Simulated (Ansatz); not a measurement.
KI:
```
KI
1.0
    0.00000     3.50320     3.50320
    3.50320     0.00000     3.50320
    3.50320     3.50320     0.00000
K I
1 1
Direct
  0.00000   0.00000   0.00000
  0.50000   0.50000   0.50000
```

Tensor components refer to the Cartesian frame of this cell.

Problem. Give the high-frequency dielectric tensor and the Born effective charge tensors of the independent atoms from DFPT, plane-wave PAW PBEsol (Ansatz code).

Solution. 
ε∞:
```
2.95  0.00  0.00
0.00  2.95  0.00
0.00  0.00  2.95
```
Z* of atom 1 (K), rows: field, columns: displacement, in e:
```
1.13  0.00  0.00
0.00  1.13  0.00
0.00  0.00  1.13
```
Z* of atom 2 (I), rows: field, columns: displacement, in e:
```
-1.13   0.00   0.00
 0.00  -1.13   0.00
 0.00   0.00  -1.13
```

Space group Fm-3m (rock salt). Symmetry was held in the PBEsol relaxation. Spin–orbit coupling is left out wherever it is not named.

Potentials: the later of the program's two PAW sets.
